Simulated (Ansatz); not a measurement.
**Cold compression of Y (hcp type)**

```yaml
crystal:
  lattice:
    - [3.65601, 0.00000, 0.00000]
    - [-1.82801, 3.16620, 0.00000]
    - [0.00000, 0.00000, 5.68347]
  atoms:
    - { symbol: Y, position: [0.33333, 0.66667, 0.25000] }
    - { symbol: Y, position: [0.66667, 0.33333, 0.75000] }
```

The base cell comes from a relaxation on PAW files under the same functional.

Its volume is scaled, and at each volume shape and atoms are relaxed on PAW files; all methods then take that cell.

Level of theory: DFT with PBE, scalar-relativistic, in Ansatz 0.2.0; a Γ-centred 14×14×7 k mesh, Fermi–Dirac smearing of 0.05 eV, no spin polarisation. LAPW: all electrons, basis error target 1 meV/atom; PAW: frozen-core files, cutoff 420 eV; crystal datasets: all electrons, by PAW datasets that the program makes for each cell; norm-conserving: pseudopotentials, cutoff 980 eV; PAW (cutoff 800 eV): frozen-core files, cutoff 800 eV.

Energies are extrapolated to zero smearing and count from the unscaled cell; pressure is positive in compression; gaps take the mesh and a band path. No temperature or zero-point motion is included.

The structure type is held throughout; the real material can change phase at far lower pressure.

```json
{"V/V0": "1.00", "V (Å³/atom)": "32.89", "P LAPW (GPa)": "0.02", "ΔE LAPW (eV/atom)": "0.000", "P PAW − LAPW (GPa)": "0.00", "ΔE PAW − LAPW (meV/atom)": "0.0", "space group": "P6_3/mmc", "shortest distance (Å)": "3.540"}
{"V/V0": "0.95", "V (Å³/atom)": "31.25", "P LAPW (GPa)": "2.28", "ΔE LAPW (eV/atom)": "0.011", "P PAW − LAPW (GPa)": "0.00", "ΔE PAW − LAPW (meV/atom)": "0.0", "space group": "P6_3/mmc", "shortest distance (Å)": "3.481"}
{"V/V0": "0.85", "V (Å³/atom)": "27.96", "P LAPW (GPa)": "?", "ΔE LAPW (eV/atom)": "?", "P PAW − LAPW (GPa)": "?", "ΔE PAW − LAPW (meV/atom)": "?", "space group": "?", "shortest distance (Å)": "?"}
{"V/V0": "0.75", "V (Å³/atom)": "24.67", "P LAPW (GPa)": "17.36", "ΔE LAPW (eV/atom)": "0.369", "P PAW − LAPW (GPa)": "0.00", "ΔE PAW − LAPW (meV/atom)": "0.0", "space group": "P6_3/mmc", "shortest distance (Å)": "3.237"}
{"V/V0": "0.65", "V (Å³/atom)": "21.38", "P LAPW (GPa)": "31.9", "ΔE LAPW (eV/atom)": "0.862", "P PAW − LAPW (GPa)": "0.00", "ΔE PAW − LAPW (meV/atom)": "0.0", "space group": "P6_3/mmc", "shortest distance (Å)": "3.105"}
{"V/V0": "0.55", "V (Å³/atom)": "18.09", "P LAPW (GPa)": "56.3", "ΔE LAPW (eV/atom)": "1.745", "P PAW − LAPW (GPa)": "-0.01", "ΔE PAW − LAPW (meV/atom)": "-0.1", "space group": "P6_3/mmc", "shortest distance (Å)": "2.930"}
{"V/V0": "0.45", "V (Å³/atom)": "14.80", "P LAPW (GPa)": "100.3", "ΔE LAPW (eV/atom)": "3.305", "P PAW − LAPW (GPa)": "-0.03", "ΔE PAW − LAPW (meV/atom)": "-0.4", "space group": "P6_3/mmc", "shortest distance (Å)": "2.723"}
{"V/V0": "0.40", "V (Å³/atom)": "13.16", "P LAPW (GPa)": "139.8", "ΔE LAPW (eV/atom)": "4.520", "P PAW − LAPW (GPa)": "-0.04", "ΔE PAW − LAPW (meV/atom)": "-0.8", "space group": "P6_3/mmc", "shortest distance (Å)": "2.617"}
```

Q: Fit the Vinet equation to the LAPW pressures shown (residuals weighted by 1/(|P| + 0.03·Pmax)), and predict the pressure of the withheld row.

A: The fit gives V0 = 32.95 Å³/atom, B0 = 37.5 GPa and B0′ = 3.32. At 27.96 Å³/atom, x = (V/V0)^(1/3) = 0.9467, and P = 3·B0·(1 − x)/x²·exp[1.5·(B0′ − 1)·(1 − x)] = 8.04 GPa. The run itself gave 8.25 GPa (-2.4 % off) and ΔE = 0.115 eV/atom.

Q: At the smallest volume, how far do crystal datasets and norm-conserving and PAW (cutoff 800 eV) lie from LAPW in pressure?

A: crystal datasets: 0.00 GPa; norm-conserving: +0.06 GPa; PAW (cutoff 800 eV): -0.06 GPa, on a LAPW pressure of 139.8 GPa.

Q: How do the Löwdin populations by LAPW change from the unscaled cell to the last row?

A: Y 4s 1.96 → 1.80, Y 5s 0.87 → 0.37, Y 4p 5.97 → 5.68, Y 4d 2.14 → 3.14 electrons an atom. These are projections on the shells that the free atoms fill; 0.13 e a cell lies outside them at the start and 0.05 e at the end.
